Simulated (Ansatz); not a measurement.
BaHfO₃ (cubic perovskite), relaxed and computed with several functionals in Ansatz (plane waves, PAW).

| functional | a (Å) | gap (eV) | B₀ by P(V) fit (GPa) |
|---|---|---|---|
| PBE | 4.206 | 3.62 | 155 |
| HSE06 | 4.175 | 5.18 | 170 |
| LDA | 4.121 | 3.57 | 182 |
| r²SCAN | 4.177 | 4.19 | 171 |

All cells were relaxed under the symmetry of their starts (and spin orders); stability against distortions was not tested throughout. Rows with no word on spin ran without spin polarisation. Spin–orbit coupling is left out wherever it is not named.

Potentials: the later of the program's two PAW sets.

Ansatz (a program for electronic structure) is a plane-wave DFT program.
